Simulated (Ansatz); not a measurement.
WO₃:
```yaml
crystal:
  lattice:
    - [7.57239, 0.00000, 0.00000]
    - [0.00000, 7.57239, 0.00000]
    - [0.00000, 0.00000, 3.87788]
  atoms:
    - { symbol: W, position: [0.73205, 0.23205, 0.05476] }
    - { symbol: W, position: [0.23205, 0.26795, 0.94524] }
    - { symbol: W, position: [0.26795, 0.76795, 0.05476] }
    - { symbol: W, position: [0.76795, 0.73205, 0.94524] }
    - { symbol: O, position: [0.74442, 0.24442, 0.51072] }
    - { symbol: O, position: [0.24442, 0.25558, 0.48928] }
    - { symbol: O, position: [0.25558, 0.75558, 0.51072] }
    - { symbol: O, position: [0.75558, 0.74442, 0.48928] }
    - { symbol: O, position: [0.25080, 0.00563, 0.00410] }
    - { symbol: O, position: [0.00563, 0.74920, 0.99590] }
    - { symbol: O, position: [0.74920, 0.99437, 0.00410] }
    - { symbol: O, position: [0.99437, 0.25080, 0.99590] }
    - { symbol: O, position: [0.75080, 0.49437, 0.99590] }
    - { symbol: O, position: [0.50563, 0.75080, 0.00410] }
    - { symbol: O, position: [0.24920, 0.50563, 0.99590] }
    - { symbol: O, position: [0.49437, 0.24920, 0.00410] }
```

Relaxed with PBEsol. Independent-particle spectrum: no excitons, no local fields, no scissors shift; 0.1 eV broadening; ε₁ of the summed bands alone.

Task: Tabulate the dielectric function from DFT-PBEsol in the program Ansatz with PAW potentials.

Result: 

| E (eV) | ε₁ xx | ε₂ xx | ε₁ zz | ε₂ zz |
|---|---|---|---|---|
| 0.0 | 6.57 | 0.00 | 6.04 | 0.00 |
| 0.4 | 6.62 | 0.00 | 6.08 | 0.00 |
| 0.8 | 6.78 | 0.00 | 6.18 | 0.00 |
| 1.2 | 7.09 | 0.00 | 6.38 | 0.00 |
| 1.6 | 7.64 | 0.05 | 6.69 | 0.02 |
| 2.0 | 8.59 | 0.13 | 7.18 | 0.03 |
| 2.4 | 11.89 | 2.12 | 8.04 | 0.04 |
| 2.8 | 9.49 | 4.13 | 10.03 | 0.15 |
| 3.2 | 8.97 | 7.75 | 12.26 | 6.79 |
| 3.6 | 6.21 | 7.49 | 7.29 | 7.04 |
| 4.0 | 5.25 | 7.42 | 7.11 | 7.10 |
| 4.4 | 3.58 | 7.72 | 4.34 | 8.50 |
| 4.8 | 2.73 | 7.53 | 2.62 | 7.80 |
| 5.2 | 1.56 | 8.78 | 1.42 | 7.18 |
| 5.6 | -3.98 | 5.62 | 0.30 | 7.06 |
| 6.0 | -1.41 | 2.04 | -1.18 | 3.73 |
| 6.4 | 0.04 | 1.23 | -0.01 | 2.23 |
| 6.8 | 1.50 | 1.01 | 1.74 | 2.12 |
| 7.2 | 2.33 | 2.47 | 1.30 | 3.42 |
| 7.6 | 1.68 | 2.24 | 1.41 | 2.47 |
| 8.0 | 2.71 | 2.36 | 2.60 | 2.59 |
| 8.4 | 2.96 | 3.57 | 2.46 | 3.69 |
| 8.8 | 2.17 | 4.74 | 2.29 | 4.46 |
| 9.2 | -0.32 | 5.24 | -0.12 | 5.35 |
| 9.6 | -0.59 | 3.46 | -0.54 | 3.59 |
| 10.0 | -0.55 | 2.80 | -0.47 | 2.99 |
| 10.4 | -0.49 | 2.37 | -0.50 | 2.59 |
| 10.8 | -0.36 | 1.95 | -0.42 | 2.19 |
| 11.2 | -0.20 | 1.64 | -0.32 | 1.86 |
| 11.6 | -0.02 | 1.42 | -0.17 | 1.64 |
| 12.0 | 0.26 | 1.27 | 0.00 | 1.29 |

Task: From ε at 3.1 eV (xx: 10.30 + 6.71i), find n, k, the normal reflectivity and the absorption coefficient.

Result: n = 3.36, k = 0.998, R = 33 %, α = 2kE/ħc = 310000 cm⁻¹.

With all bands, ε∞ without local fields is 6.80 (xx = yy), 6.26 (zz).

Space group P-42_1m. The first step of the workflow began from a Materials Project structure, measured or hypothetical; the Crystallography Open Database copy checked does not list it. COD files the formula under space group No. 2, 14, 62, 129, 130, 191, so this cell is another polymorph or a model. Its standing as an ambient phase is unchecked. The PBEsol relaxation kept the symmetry of its start; its stability against distortions is not shown here. No spin polarisation was allowed. No Hubbard U is applied. Spin–orbit coupling is left out wherever it is not named.

Potentials: the later of the program's two PAW sets.
